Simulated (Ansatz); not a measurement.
GaSb:
```yaml
crystal:
  lattice:
    - [0.00000, 3.06629, 3.06629]
    - [3.06629, 0.00000, 3.06629]
    - [3.06629, 3.06629, 0.00000]
  atoms:
    - { symbol: Ga, position: [0.00000, 0.00000, 0.00000] }
    - { symbol: Sb, position: [0.25000, 0.25000, 0.25000] }
```

Relaxed with r²SCAN. Special points in fractions of this cell's reciprocal vectors: Γ (0.000, 0.000, 0.000); X (0.500, 0.000, 0.500); U (0.625, 0.250, 0.625); K (0.375, 0.375, 0.750); L (0.500, 0.500, 0.500); W (0.500, 0.250, 0.750).

Q: List the band energies nearest the valence-band maximum at these points for DFT-r²SCAN in the program Ansatz with PAW potentials.

A: In eV from the valence-band maximum; about four levels below and three above (degenerate sets whole), none deeper than 8.9 eV; points with the same levels are listed once.

```csv
k,below,above
Γ,0.00 0.00 0.00,0.42 3.00 3.00 3.00
X,-6.99 -2.67 -2.67,1.14 1.51 9.26 9.26
U,-6.80 -3.71 -2.27,1.66 4.20 7.08
L,-6.53 -1.20 -1.20,0.68 4.03 4.03
W,-6.85 -3.44 -3.21,4.00 4.63 4.81
```

Space group F-43m (zinc blende). The cell was relaxed with r²SCAN under the symmetry of its start; of distortions, only those at the zone centre were tested. Spin–orbit coupling is left out wherever it is not named.

Potentials: the earlier of the program's two PAW sets.
